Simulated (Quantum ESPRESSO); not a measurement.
# Si2PBC4: finding a planted mistake in a log

Simulated, not a measurement. The program is pw.x of Quantum ESPRESSO 7.5 (plane-wave density functional theory). The cell is made up: 8 atoms on a wurtzite lattice, with randomly drawn elements, strain and displacements, not relaxed. PseudoDojo standard norm-conserving files (v0.5 for PBE, v0.4.1 for LDA and PBEsol) set the functional; there is no spin polarisation, spin-orbit coupling or dispersion term, and the masses in the input are unused placeholders.

Intended input:

```
&control calculation='scf', pseudo_dir='./dojo.nc.sr.pbe.v0_5.standard.upf', outdir='./o', disk_io='medium', tprnfor=.true., tstress=.true. /
&system ibrav=0, nat=8, ntyp=4, nbnd=22, ecutwfc=82.02448710, nosym=.true., tot_charge=0,
 occupations='smearing', smearing='fd', degauss=0.0018374661
/
&electrons conv_thr=7.350e-09, electron_maxstep=60, /
ATOMIC_SPECIES
B 1.0 B.upf
C 1.0 C.upf
P 1.0 P.upf
Si 1.0 Si.upf
CELL_PARAMETERS angstrom
3.0701 -0.0044 -0.0016
-0.0076 5.4426 0.0579
-0.0026 0.0546 5.0377
ATOMIC_POSITIONS angstrom
Si 0.0826 -0.0469 0.0282
P 1.504 2.6561 0.0689
B 1.5928 0.8422 2.5975
Si -0.0273 3.5841 2.6115
C 0.0157 -0.0044 1.8807
C 1.4507 2.8105 1.8927
C 1.4852 0.8992 4.3884
C -0.0239 3.6713 4.4792
K_POINTS automatic
6 4 4 1 1 1
```

The log is shortened where brackets say so; the opening notice, blank lines, dates and the lines on written files are dropped, and the path of the files is cut. It prints rydbergs, bohrs and kilobars, and counts compression as positive stress.

Log of the intended run:

```
     Program PWSCF v.7.5
     Parallel version (MPI & OpenMP), running on       1 processor cores
     Number of MPI processes:                 1
     Threads/MPI process:                     1
     [start-up lines left out]
     bravais-lattice index     =            0
     lattice parameter (alat)  =       5.8017  a.u.
     unit-cell volume          =     567.9849 (a.u.)^3
     number of atoms/cell      =            8
     number of atomic types    =            4
     number of electrons       =        32.00
     number of Kohn-Sham states=           22
     kinetic-energy cutoff     =      82.0245  Ry
     charge density cutoff     =     328.0979  Ry
     scf convergence threshold =      7.3E-09
     mixing beta               =       0.7000
     number of iterations used =            8  plain     mixing
     Exchange-correlation= PBE
                           (   1   4   3   4   0   0   0)
     [axes and pseudopotential details left out]
   Cartesian axes
     site n.     atom                  positions (alat units)
         1        Si     tau(   1) = (   0.0269046  -0.0152764   0.0091854  )
         2        P      tau(   2) = (   0.4898858   0.8651500   0.0224422  )
         3        B      tau(   3) = (   0.5188099   0.2743230   0.8460627  )
         4        Si     tau(   4) = (  -0.0088922   1.1674199   0.8506228  )
         5        C      tau(   5) = (   0.0051138  -0.0014332   0.6125852  )
         6        C      tau(   6) = (   0.4725248   0.9154414   0.6164939  )
         7        C      tau(   7) = (   0.4837622   0.2928891   1.4293980  )
         8        C      tau(   8) = (  -0.0077848   1.1958228   1.4589736  )
     number of k points=    48  Fermi-Dirac smearing, width (Ry)=  0.0018
                       cart. coord. in units 2pi/alat
        k(    1) = (   0.0834728   0.0698247   0.0754645), wk =   0.0416667
        k(    2) = (   0.0835499   0.0682038   0.2278385), wk =   0.0416667
     [further k points left out]
     Dense  grid:    56971 G-vectors     FFT dimensions: (  36,  60,  60)
     Estimated max dynamical RAM per process >      65.92 MB
     Initial potential from superposition of free atoms
     starting charge      31.9982, renormalised to      32.0000
     Starting wfcs are   32 randomized atomic wfcs
     total cpu time spent up to now is        6.9 secs
     per-process dynamical memory:    52.6 Mb
     Self-consistent Calculation
     iteration #  1     ecut=    82.02 Ry     beta= 0.70
     Davidson diagonalization with overlap
     ethr =  1.00E-02,  avg # of iterations =  3.0
     total cpu time spent up to now is       20.1 secs
     total energy              =     -84.14173182 Ry
     estimated scf accuracy    <       1.43276018 Ry
     iteration #  2     ecut=    82.02 Ry     beta= 0.70
     Davidson diagonalization with overlap
     ethr =  4.48E-03,  avg # of iterations =  2.6
     total cpu time spent up to now is       30.0 secs
     total energy              =     -84.34358415 Ry
     estimated scf accuracy    <       1.30551028 Ry
     [iterations 3 to 12 left out]
     iteration # 13     ecut=    82.02 Ry     beta= 0.70
     Davidson diagonalization with overlap
     ethr =  1.29E-10,  avg # of iterations =  4.0
     total cpu time spent up to now is      151.8 secs
     total energy              =     -84.68935970 Ry
     estimated scf accuracy    <       0.00000002 Ry
     iteration # 14     ecut=    82.02 Ry     beta= 0.70
     Davidson diagonalization with overlap
     ethr =  5.53E-11,  avg # of iterations =  2.0
     total cpu time spent up to now is      159.7 secs
     End of self-consistent calculation
     [lines on levels left out]
!    total energy              =     -84.68935970 Ry
     estimated scf accuracy    <          9.1E-10 Ry
     smearing contrib. (-TS)   =      -0.00000000 Ry
     internal energy E=F+TS    =     -84.68935970 Ry
     The total energy is F=E-TS. E is the sum of the following terms:
     one-electron contribution =      18.94529109 Ry
     hartree contribution      =       9.49731094 Ry
     xc contribution           =     -29.77098666 Ry
     ewald contribution        =     -83.36097508 Ry
     convergence has been achieved in  14 iterations
     Forces acting on atoms (cartesian axes, Ry/au):
     atom    1 type  4   force =    -0.09244686    0.04443979    0.04925518
     atom    2 type  3   force =    -0.00279079   -0.02682272    0.03770983
     atom    3 type  1   force =    -0.02483317   -0.03145414   -0.05174431
     atom    4 type  4   force =    -0.03733093    0.08553640   -0.09851616
     atom    5 type  2   force =     0.00119715    0.04792035    0.11687366
     atom    6 type  2   force =     0.05992135   -0.10501625    0.00156864
     atom    7 type  2   force =     0.09298959    0.06489672   -0.06395783
     atom    8 type  2   force =     0.00329366   -0.07950015    0.00881098
     Total force =     0.302874     Total SCF correction =     0.000016
     Computing stress (Cartesian axis) and pressure
          total   stress  (Ry/bohr**3)                   (kbar)     P=     -170.88
  -0.00086841   0.00010186  -0.00013351         -127.75       14.98      -19.64
   0.00010186  -0.00160147  -0.00029081           14.98     -235.59      -42.78
  -0.00013351  -0.00029081  -0.00101490          -19.64      -42.78     -149.30
     init_run     :      6.47s CPU      6.72s WALL (       1 calls)
     electrons    :    136.42s CPU    153.33s WALL (       1 calls)
     forces       :      1.89s CPU      1.91s WALL (       1 calls)
     stress       :      6.71s CPU      6.75s WALL (       1 calls)
     [timing details left out]
     PWSCF        :   2m31.69s CPU   2m48.99s WALL
     JOB DONE.
```

A second run was made from an input with one planted mistake. Its log:

```
     Program PWSCF v.7.5
     Parallel version (MPI & OpenMP), running on       1 processor cores
     Number of MPI processes:                 1
     Threads/MPI process:                     1
     [start-up lines left out]
     bravais-lattice index     =            0
     lattice parameter (alat)  =       5.8017  a.u.
     unit-cell volume          =     567.9849 (a.u.)^3
     number of atoms/cell      =            8
     number of atomic types    =            4
     number of electrons       =        32.00
     number of Kohn-Sham states=           22
     kinetic-energy cutoff     =      82.0245  Ry
     charge density cutoff     =     328.0979  Ry
     scf convergence threshold =      7.3E-09
     mixing beta               =       0.7000
     number of iterations used =            8  plain     mixing
     Exchange-correlation= SLA  PW   NOGX NOGC
                           (   1   4   0   0   0   0   0)
     [axes and pseudopotential details left out]
   Cartesian axes
     site n.     atom                  positions (alat units)
         1        Si     tau(   1) = (   0.0269046  -0.0152764   0.0091854  )
         2        P      tau(   2) = (   0.4898858   0.8651500   0.0224422  )
         3        B      tau(   3) = (   0.5188099   0.2743230   0.8460627  )
         4        Si     tau(   4) = (  -0.0088922   1.1674199   0.8506228  )
         5        C      tau(   5) = (   0.0051138  -0.0014332   0.6125852  )
         6        C      tau(   6) = (   0.4725248   0.9154414   0.6164939  )
         7        C      tau(   7) = (   0.4837622   0.2928891   1.4293980  )
         8        C      tau(   8) = (  -0.0077848   1.1958228   1.4589736  )
     number of k points=    48  Fermi-Dirac smearing, width (Ry)=  0.0018
                       cart. coord. in units 2pi/alat
        k(    1) = (   0.0834728   0.0698247   0.0754645), wk =   0.0416667
        k(    2) = (   0.0835499   0.0682038   0.2278385), wk =   0.0416667
     [further k points left out]
     Dense  grid:    56971 G-vectors     FFT dimensions: (  36,  60,  60)
     Estimated max dynamical RAM per process >      65.92 MB
     Initial potential from superposition of free atoms
     starting charge      31.9984, renormalised to      32.0000
     Starting wfcs are   32 randomized atomic wfcs
     total cpu time spent up to now is        7.1 secs
     per-process dynamical memory:    52.6 Mb
     Self-consistent Calculation
     iteration #  1     ecut=    82.02 Ry     beta= 0.70
     Davidson diagonalization with overlap
     ethr =  1.00E-02,  avg # of iterations =  3.0
     total cpu time spent up to now is       22.2 secs
     total energy              =     -84.41312594 Ry
     estimated scf accuracy    <       1.47955479 Ry
     iteration #  2     ecut=    82.02 Ry     beta= 0.70
     Davidson diagonalization with overlap
     ethr =  4.62E-03,  avg # of iterations =  2.6
     total cpu time spent up to now is       32.2 secs
     total energy              =     -84.62201725 Ry
     estimated scf accuracy    <       1.43670579 Ry
     [iterations 3 to 12 left out]
     iteration # 13     ecut=    82.02 Ry     beta= 0.70
     Davidson diagonalization with overlap
     ethr =  1.39E-10,  avg # of iterations =  3.8
     total cpu time spent up to now is      143.4 secs
     total energy              =     -84.99550652 Ry
     estimated scf accuracy    <       0.00000002 Ry
     iteration # 14     ecut=    82.02 Ry     beta= 0.70
     Davidson diagonalization with overlap
     ethr =  4.87E-11,  avg # of iterations =  2.0
     total cpu time spent up to now is      153.6 secs
     End of self-consistent calculation
     [lines on levels left out]
!    total energy              =     -84.99550652 Ry
     estimated scf accuracy    <          1.2E-09 Ry
     smearing contrib. (-TS)   =      -0.00000000 Ry
     internal energy E=F+TS    =     -84.99550652 Ry
     The total energy is F=E-TS. E is the sum of the following terms:
     one-electron contribution =      18.68529095 Ry
     hartree contribution      =       9.40917461 Ry
     xc contribution           =     -29.72899701 Ry
     ewald contribution        =     -83.36097508 Ry
     convergence has been achieved in  14 iterations
     Forces acting on atoms (cartesian axes, Ry/au):
     atom    1 type  4   force =    -0.08881134    0.04396692    0.04909655
     atom    2 type  3   force =    -0.00335271   -0.02469434    0.03833304
     atom    3 type  1   force =    -0.02475673   -0.03174077   -0.05034527
     atom    4 type  4   force =    -0.03531222    0.08452492   -0.09740280
     atom    5 type  2   force =     0.00115182    0.04481560    0.11228955
     atom    6 type  2   force =     0.05814746   -0.10066123   -0.00068108
     atom    7 type  2   force =     0.08915268    0.06385360   -0.06019640
     atom    8 type  2   force =     0.00378103   -0.08006470    0.00890642
     Total force =     0.294349     Total SCF correction =     0.000018
     Computing stress (Cartesian axis) and pressure
          total   stress  (Ry/bohr**3)                   (kbar)     P=     -244.53
  -0.00137210   0.00009541  -0.00011877         -201.84       14.04      -17.47
   0.00009541  -0.00208045  -0.00029688           14.04     -306.05      -43.67
  -0.00011877  -0.00029688  -0.00153429          -17.47      -43.67     -225.70
     init_run     :      6.82s CPU      6.95s WALL (       1 calls)
     electrons    :    131.90s CPU    146.45s WALL (       1 calls)
     forces       :      2.05s CPU      2.09s WALL (       1 calls)
     stress       :      7.89s CPU      7.96s WALL (       1 calls)
     [timing details left out]
     PWSCF        :   2m28.88s CPU   2m44.70s WALL
     JOB DONE.
```

Question: what was wrong in the second input?

Answer: the files are those of another functional. The input lines that differ, file-writing options aside:

```
- &control calculation='scf', pseudo_dir='./dojo.nc.sr.pbe.v0_5.standard.upf', outdir='./o', disk_io='medium', tprnfor=.true., tstress=.true. /
+ &control calculation='scf', pseudo_dir='./dojo.nc.sr.lda.v0_4_1.standard.upf', outdir='./o', disk_io='medium', tprnfor=.true., tstress=.true. /
```

|  | intended run | run with the mistake |
| --- | --- | --- |
| free energy (eV) | -1152.257 | -1156.423 |
| smearing term -TS (eV) | 0.0000 | 0.0000 |
| pressure (GPa) | -17.09 | -24.45 |
| largest force component (eV/Å) | 3.005 | 2.887 |
| largest change of a force component (eV/Å) |  | 0.118 |
| iterations | 14 | 14 |

For scale, a rerun of the intended cell at 1347 eV and a 8 x 6 x 6 mesh moved values by no more than 0.003 eV in energy, 0.19 GPa in stress and 0.010 eV/Å in force. Files of another functional have another zero of energy, so the energy change says nothing on stability.